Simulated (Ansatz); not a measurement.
SnSe$_{2}$ (CdI2 type)

```
CELL_PARAMETERS angstrom
      7.68056     0.00000     0.00000
     -1.92014     3.32578     0.00000
      0.00000     0.00000     6.00569
ATOMIC_POSITIONS crystal
  Sn 0.00000 0.00000 0.00000
  Sn 0.50000 0.00000 0.00000
  Se 0.16667 0.66667 0.26533
  Se 0.66667 0.66667 0.26533
  Se 0.33333 0.33333 0.73467
  Se 0.83333 0.33333 0.73467
```

Scan: atom 3 (Se, nearest neighbour Sn at 2.730 Å; its periodic images, 3.8 Å or more away, move with it) is displaced along Cartesian x, direction (1.000, 0.000, 0.000) in Cartesian axes, by s. The other atoms stay.

Calculation: PBE-D3(BJ) (plane waves to 420 eV, PAW, scalar-relativistic; Ansatz, a first-principles code). k mesh 4×8×5 (Γ-centred), Fermi-Dirac smearing 0.05 eV. E stands for the smeared free energy. SnSe2 was relaxed with its symmetry unable to fall. ΔE is measured from the undisplaced structure.

**Question.** Estimate the ΔE (meV/cell) for s (Å) = -0.216, -0.108, -0.054, 0.108, 0.162, 0.216.

**Answer.** 
| s (Å) | ΔE (meV/cell) |
|---|---|
| -0.216 | 112.0 |
| -0.108 | 28.0 |
| -0.054 | 7.0 |
| 0.108 | 28.2 |
| 0.162 | 63.6 |
| 0.216 | 113.5 |

(For displaced atoms, the force is minus the slope of the energy, and its curvature is a force constant, which sets phonon frequencies.)
